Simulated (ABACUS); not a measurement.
Consider a self-consistent single point of PtS₂ (P-3m1, 6 atoms in the cell; from Materials Project mp-762, changed as shown).

```
CELL_PARAMETERS angstrom
      3.55706     0.00000     0.00000
      0.00000     6.16101     0.00000
      0.00000     0.00000     5.61019
ATOMIC_POSITIONS crystal
  Pt 0.00000 0.00000 0.00000
  Pt 0.50000 0.50000 0.00000
  S  0.50000 0.16667 0.77966
  S  0.00000 0.33333 0.22034
  S  0.00000 0.66667 0.77966
  S  0.50000 0.83333 0.22034
```

Level of theory: PBE, numerical atomic orbitals DZP (confined pseudo-atomic orbitals with Gaussian additions; energy shift 0.01 Ry), PseudoDojo 0.5 standard norm-conserving PBE (tails mended) pseudopotentials in ABACUS.

ABACUS settings:

- basis = DZP numerical atomic orbitals, energy shift 0.01 Ry
- KPT = Gamma 6 4 4 0 0 0
- basis_type = lcao
- dft_functional = PBE
- ecutwfc = 100 Ry
- smearing_method = fd
- smearing_sigma = 0.00146997 Ry
- potentials = PseudoDojo 0.5 standard norm-conserving PBE (tails mended)
- symmetry = 1
- ks_solver = scalapack_gvx
- scf_nmax = 100
- scf_thr = 1.0e-07
- mixing_type = broyden

Results:

Number of valence electrons: 60
Number of bands: 40
Number of k-points after the program's reduction: 40
Size of the basis: 104
Number of SCF iterations: 11
Free energy E − TS: -8305.2908 eV
Top of the valence band (on the code's own zero): 8.83 eV
Gap on the k-point mesh: 1.15 eV
Pressure: 1.83 GPa
Largest force (vector length): 0.286 eV/Å

Forces (eV/Å):
```tsv
atom	Fx	Fy	Fz
Pt1	0.000	0.000	0.000
Pt2	0.000	0.000	0.000
S3	0.000	-0.001	-0.285
S4	0.000	0.000	0.286
S5	0.000	0.000	-0.286
S6	0.000	0.001	0.285
```

Stress (GPa, positive for compression):
```
2.16  0.00  0.00
0.00  2.14  0.00
0.00  0.00  1.18
```

The gap is read on the k-point mesh of the run and can differ from the gap over the whole zone at this level.

For comparison: a first run was changed to give this one (lattice scaled by 0.98), and from it to this one the free energy drops by 14.3 meV/atom, the pressure goes from -5.02 to 1.83 GPa, the largest force goes from 0.472 to 0.286 eV/Å and the gap on the mesh goes from 1.084 to 1.151 eV.

Spin-orbit coupling is left out, which matters for bands and gaps with elements this heavy. The atom-centred basis is finite, which shifts total energies, pressures, gaps and forces against plane waves. The structure comes from a collection of computed structures, made at another level of theory; the collection holds predicted forms beside known ones. Its lattice was then scaled.

Cost on one core: around 30 core-seconds (rough).

The atomic orbitals were generated for these runs; they are not ABACUS's published sets and were checked against plane waves on a few crystals only.

“Tails mended”: in these copies of the files the far tail of each local potential was reset to the Coulomb form.
